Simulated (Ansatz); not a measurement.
TiGeSb in space group P4/nmm (No. 129; Ti on 2c, Ge on 2a, Sb on 2c), plane-wave PAW PBE (Ansatz code), all energies at zero smearing, with the estimated change up to a 700 eV cutoff added, with one set of potentials and settings (totals compare only within such a set). Cell of 6 atoms (2 Ti, 2 Ge, 2 Sb): -26560.852 eV.

```csv
element,reference phase,E (eV/atom)
Ti,"P6/mmm, 3 atoms in the cell",-2499.6739
Ge,"Fd-3m, 2 atoms in the cell",-4294.9847
Sb,"R-3m, 2 atoms in the cell",-6484.4916
```

Formation energy per atom, worked out: (-26560.852 − 2×(-2499.6739) − 2×(-4294.9847) − 2×(-6484.4916))/6 = -0.425 eV/atom (-41 kJ per mol of atoms), at 0 K, without zero-point energy or fitted corrections.

The workflow started from an entry of the Crystallography Open Database (COD, 295 K). Its standing as an ambient phase is unchecked. The PBE relaxation kept the symmetry of its start; its stability against distortions is not shown here. No spin polarisation was allowed. The references are the lowest solids computed at this level, not always the standard phases. Scalar-relativistic: spin–orbit coupling is off unless named, which matters more the heavier the elements.

Potentials: the later of the program's two PAW sets.
